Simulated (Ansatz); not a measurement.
## Equation of state of Na from a dense series

```
CELL_PARAMETERS angstrom
3.76700 0.00000 0.00000
-1.88350 3.26232 0.00000
0.00000 0.00000 6.15400
ATOMIC_POSITIONS crystal
Na 0.33333 0.66667 0.25000
Na 0.66667 0.33333 0.75000
```

Atoms are numbered in the order listed.

The cell is a measured one (Crystallography Open Database entry 9011000); the temperature and pressure of the measurement aren't taken into account, and nothing was relaxed.

These are results of Ansatz 0.2.0, DFT, PBEsol, all-electron LAPW, scalar-relativistic, not measurements.

Settings: a Γ-centred 13×13×7 k mesh, Fermi–Dirac smearing of 0.05 eV, basis error target 0.25 meV/atom, no spin polarisation.

The cell is scaled evenly. Fractional coordinates are held (clamped ions).

| V (Å³/atom) | P (GPa) |
| --- | --- |
| 35.545 | 0.19 |
| 36.301 | 0.02 |
| 37.057 | -0.14 |
| 37.436 | -0.21 |
| 37.814 | -0.28 |
| 38.192 | -0.34 |
| 38.570 | -0.41 |
| 39.326 | -0.53 |

Fit a third-order Birch–Murnaghan curve to the pressures.

P = (3B0/2)(y^(7/2) − y^(5/2))[1 + (3/4)(B0′ − 4)(y − 1)] with y = (V0/V)^(2/3) fits within 0.01 GPa for V0 = 36.391 Å³/atom, B0 = 7.8 GPa and B0′ = 3.32.

Predict the pressure at the withheld volume, 40.083 Å³/atom.

There y = 0.9376, so the fit gives -0.64 GPa; the run gave -0.63 GPa.
